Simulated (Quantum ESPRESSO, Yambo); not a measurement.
# Levels of theory for the gap of CaClOH

CaClOH (space group P6_3mc, No. 186): one geometry, one set of norm-conserving LDA (Quantum ESPRESSO, 84 Ry, no spin-orbit coupling) orbitals, self-energies from Yambo (3×3×1 Γ-centred k mesh, 235 bands and a 8 Ry block in the screening, 235 bands in G with the Bruneval-Gonze terminator, plasmon pole fitted at 27.2 eV).

The geometry is that of Materials Project entry mp-642725, symmetrised and not relaxed again.

```csv
level,gap Γ → Γ (eV),rough Yambo cost
LDA (Quantum ESPRESSO),5.07,–
exchange only (Hartree-Fock self-energy on LDA orbitals),14.53,about 1/30 (4 states)
static COHSEX@LDA,9.11,within a factor of two (2 states)
"G0W0@LDA, plasmon pole",7.84,1 (4 states)
"G0W0@LDA, multipole fit to 8 frequencies, no terminator",7.74,within a factor of two (2 states)
"G0W0@LDA, plasmon pole, no terminator",7.79,"about 1/7 (2 states, screening reused)"
```

Bare exchange has no screening and gives the widest gap; static COHSEX screens it but leaves out the frequency dependence, which G0W0 restores.

Costs are rough ratios of core time on shared machines.

Nearest settings tried, and what they do to the gap: 149 bands in W, 149 bands in G: -8 meV; 7 Ry block (273 vectors against 347): -50 meV. Not varied: mesh. So the settings aren't converged at that level. The k mesh is coarse.

The structure is a Materials Project entry; no match was found in the copy of COD used, and its stability was not checked.
